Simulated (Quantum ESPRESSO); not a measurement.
## Band energies of SiO$_{2}$

```
CELL_PARAMETERS angstrom
      5.06907     0.00000     0.00000
     -2.53453     4.38994     0.00000
      0.00000     0.00000     8.55849
ATOMIC_POSITIONS crystal
  O  0.00000 0.42126 0.00000
  O  0.57874 0.00000 0.50000
  O  0.57874 0.57874 0.00000
  O  0.00000 0.57874 0.50000
  O  0.42126 0.00000 0.00000
  O  0.42126 0.42126 0.50000
  O  0.66667 0.33333 0.75000
  O  0.33333 0.66667 0.25000
  Si 0.66667 0.33333 0.93713
  Si 0.33333 0.66667 0.43713
  Si 0.66667 0.33333 0.56287
  Si 0.33333 0.66667 0.06287
```

norm-conserving PBEsol (Quantum ESPRESSO, 84 Ry, scalar-relativistic); path ΓMKΓALHA,LM,KH; energies in eV from the valence-band maximum.

```csv
k (1/Å),point,band 28,band 29,band 30,band 31,band 32,band 33,band 34,band 35
0.00,Γ,-0.85,-0.70,-0.65,-0.04,-0.04,5.64,7.81,8.40
0.48,,-1.14,-0.75,-0.66,-0.51,-0.04,6.89,8.75,8.88
0.72,M,-1.22,-0.95,-0.77,-0.64,-0.03,7.84,8.34,8.90
0.92,,-1.18,-1.05,-0.86,-0.66,-0.10,8.04,8.46,8.94
1.13,K,-1.32,-1.20,-0.80,-0.80,-0.15,8.61,8.61,8.85
1.34,,-1.13,-0.99,-0.95,-0.57,-0.13,7.58,8.90,8.96
1.75,,-0.87,-0.71,-0.59,-0.15,-0.06,5.91,8.08,8.49
1.96,Γ,-0.85,-0.70,-0.65,-0.04,-0.04,5.64,7.81,8.40
2.32,A,-0.67,-0.64,-0.64,-0.21,-0.21,6.42,6.42,9.13
2.68,,-0.91,-0.65,-0.65,-0.29,-0.29,7.08,7.08,9.16
3.04,L,-1.09,-0.75,-0.75,-0.36,-0.36,8.21,8.21,8.62
3.45,H,-1.27,-0.72,-0.72,-0.57,-0.57,8.54,8.54,8.95
3.86,,-0.93,-0.67,-0.67,-0.34,-0.34,7.26,7.26,9.17
4.14,,-0.74,-0.62,-0.62,-0.22,-0.22,6.53,6.53,9.13
4.28,A,-0.67,-0.64,-0.64,-0.21,-0.21,6.42,6.42,9.13
4.28,L,-1.09,-0.75,-0.75,-0.36,-0.36,8.21,8.21,8.62
4.64,M,-1.22,-0.95,-0.77,-0.64,-0.03,7.84,8.34,8.90
4.64,K,-1.32,-1.20,-0.80,-0.80,-0.15,8.61,8.61,8.85
5.01,H,-1.27,-0.72,-0.72,-0.57,-0.57,8.54,8.54,8.95
```

The PBEsol gap is indirect, 5.64 eV, from 50 % of the way from Γ to A to Γ; the smallest direct gap is 5.68 eV.

Geometry of the Materials Project entry, not relaxed at this level.

This is not the ordinary phase of the substance; no match was found in the copy of COD used, and its stability was not checked.
